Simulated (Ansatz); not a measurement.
## Cu (fcc)

The computed numbers are results of PBE with spin–orbit coupling (two-component spinors) in the plane-wave PAW code Ansatz at 420 eV, Γ-centred 20×20×20 mesh, 0.05 eV Gaussian smearing; PAW files: Ansatz's generated set soft_2.

Space group Fm-3m (No. 225). a = 3.630 Å, b = 3.630 Å, c = 3.630 Å, α = 90.00°, β = 90.00°, γ = 90.00°
```json
{"atom": "Cu", "site": "4a", "symmetry": "m-3m", "x": "0.0000", "y": "0.0000", "z": "0.0000"}
```

Question: Which orbitals carry the states at the Fermi level, and how many states are there?

Answer: Within 0.1 eV of it: Cu 4s 55 %, Cu 3d 45 % (shares among the projected shells, which hold 78 % of the states there). The density of states at the Fermi level is about 0.31 states/eV per cell, averaged over 0.3 eV.

Density of states (tetrahedra, averaged over 0.4 eV; states/eV per cell of 1 atom; energy in eV from the Fermi level; projections on Löwdin-orthogonalised atomic orbitals, summed over sites):

```tsv
E	total	Cu 3d	Cu 4s
-5.65	0.28	0.09	0.19
-5.25	0.45	0.22	0.22
-4.85	0.98	0.73	0.25
-4.45	1.44	1.26	0.17
-4.05	2.21	2.13	0.06
-3.65	2.23	2.17	0.03
-3.25	3.47	3.32	0.09
-2.85	3.45	3.31	0.09
-2.45	3.14	3.05	0.05
-2.05	3.41	3.35	0.05
-1.65	4.07	4.00	0.06
-1.25	0.45	0.34	0.09
-0.85	0.37	0.21	0.12
-0.45	0.34	0.15	0.13
-0.05	0.31	0.11	0.13
0.35	0.29	0.08	0.13
0.75	0.28	0.06	0.12
1.15	0.27	0.05	0.11
1.55	0.26	0.04	0.10
1.95	0.24	0.03	0.08
2.35	0.22	0.02	0.07
2.75	0.20	0.02	0.05
3.15	0.17	0.01	0.04
3.55	0.16	0.01	0.04
3.95	0.28	0.02	0.14
4.35	0.29	0.02	0.15
4.75	0.28	0.02	0.13
5.15	0.29	0.01	0.11
```

With 19 valence electrons in the calculation's cell and no magnetic order, the Kramers pairs of bands, two electrons each, can't all be full or empty: band theory demands a metal. (Only strong correlation, outside this picture, could make a Mott insulator of it.)
